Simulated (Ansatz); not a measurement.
La2O3:
```cif
data_La2O3
_chemical_formula_sum 'La2 O3'
_space_group_name_H-M_alt 'P-3m1'
_space_group_IT_number 164
_space_group_name_Hall '-P 3 2"'
_cell_length_a 3.90604
_cell_length_b 3.90604
_cell_length_c 6.04034
_cell_angle_alpha 90.000
_cell_angle_beta 90.000
_cell_angle_gamma 120.000
loop_
_atom_site_label
_atom_site_type_symbol
_atom_site_symmetry_multiplicity
_atom_site_Wyckoff_symbol
_atom_site_fract_x
_atom_site_fract_y
_atom_site_fract_z
_atom_site_occupancy
La1 La 2 d 0.33333 0.66667 0.24537 1
O1 O 1 a 0.00000 0.00000 0.00000 1
O2 O 2 d 0.66667 0.33333 0.35399 1
```

Relaxed with PBEsol in the plane-wave PAW code Ansatz. Indices refer to the conventional cell of P-3m1, a = b = 3.906 Å, c = 6.040 Å, α = β = 90.00°, γ = 120.00°.

Q: Simulate the powder diffraction pattern (Co Kα, λ = 1.79026 Å; lines above 1 %) up to 2θ = 90°.

A: Simulated powder pattern, Co Kα, λ = 1.79026 Å (kinematic, ideal powder, no thermal factors, no anomalous dispersion; the 30 strongest lines at most, above 1 %, up to 2θ = 90°):

```json
[
 {"2θ (°)": "30.69", "d (Å)": "3.383", "I/Imax (%)": "29", "hkl": "(1 0 -1 0)"},
 {"2θ (°)": "34.48", "d (Å)": "3.020", "I/Imax (%)": "27", "hkl": "(0002)"},
 {"2θ (°)": "35.31", "d (Å)": "2.951", "I/Imax (%)": "100", "hkl": "(0 1 -1 1)+(1 0 -1 1)"},
 {"2θ (°)": "46.82", "d (Å)": "2.253", "I/Imax (%)": "27", "hkl": "(0 1 -1 2)+(1 0 -1 2)"},
 {"2θ (°)": "54.56", "d (Å)": "1.953", "I/Imax (%)": "33", "hkl": "(1 1 -2 0)"},
 {"2θ (°)": "62.31", "d (Å)": "1.730", "I/Imax (%)": "26", "hkl": "(1 0 -1 3)+(0 1 -1 3)"},
 {"2θ (°)": "63.91", "d (Å)": "1.691", "I/Imax (%)": "3.8", "hkl": "(2 0 -2 0)"},
 {"2θ (°)": "66.16", "d (Å)": "1.640", "I/Imax (%)": "26", "hkl": "(1 1 -2 2)"},
 {"2θ (°)": "66.68", "d (Å)": "1.629", "I/Imax (%)": "17", "hkl": "(2 0 -2 1)+(0 2 -2 1)"},
 {"2θ (°)": "72.71", "d (Å)": "1.510", "I/Imax (%)": "3.2", "hkl": "(0004)"},
 {"2θ (°)": "74.68", "d (Å)": "1.476", "I/Imax (%)": "6.5", "hkl": "(2 0 -2 2)+(0 2 -2 2)"},
 {"2θ (°)": "80.96", "d (Å)": "1.379", "I/Imax (%)": "3.0", "hkl": "(0 1 -1 4)+(1 0 -1 4)"},
 {"2θ (°)": "87.45", "d (Å)": "1.295", "I/Imax (%)": "11", "hkl": "(0 2 -2 3)+(2 0 -2 3)"},
 {"2θ (°)": "88.87", "d (Å)": "1.279", "I/Imax (%)": "3.3", "hkl": "(2 1 -3 0)"}
]
```

The PBEsol relaxation kept the symmetry of its start. Spin–orbit coupling is left out wherever it is not named.

Potentials: the later of the program's two PAW sets.
